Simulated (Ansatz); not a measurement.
Here is the system:

CoTe2:
```cif
data_Co2Te4
_chemical_formula_sum 'Co2 Te4'
_space_group_name_H-M_alt 'P 1'
_space_group_IT_number 1
_cell_length_a 5.26383
_cell_length_b 6.18742
_cell_length_c 3.85991
_cell_angle_alpha 90.000
_cell_angle_beta 90.000
_cell_angle_gamma 90.000
loop_
_space_group_symop_operation_xyz
  'x, y, z'
loop_
_atom_site_label
_atom_site_type_symbol
_atom_site_fract_x
_atom_site_fract_y
_atom_site_fract_z
_atom_site_occupancy
Co1 Co 0.00000 0.00000 0.00000 1
Co2 Co 0.50000 0.50000 0.50000 1
Te1 Te 0.22938 0.36058 0.00000 1
Te2 Te 0.27062 0.86058 0.50000 1
Te3 Te 0.77062 0.63942 0.00000 1
Te4 Te 0.72938 0.13942 0.50000 1
```

This is the PBEsol-relaxed structure.

Problem. All from PBEsol in the plane-wave PAW code Ansatz, unless another level is named. Give the electronic character.

Solution. metallic (no gap).

Problem. Give the formation energy from the elements (no fitted shifts).

Solution. -0.23 eV/atom.

Problem. Give the density of states at the Fermi level.

Solution. 1.0 states/eV per atom (mean over ±0.08 eV).

Space group Pnnm. The workflow started from an entry of the Crystallography Open Database (COD). Its standing as an ambient phase is unchecked. The PBEsol relaxation kept the symmetry of its start; whether a distortion lowers the energy is not shown. The workflow began spin-polarised and lost its moments. The references are the lowest solids computed at this level, not always the standard phases. Spin–orbit coupling is left out wherever it is not named.

Potentials: the later of the program's two PAW sets.
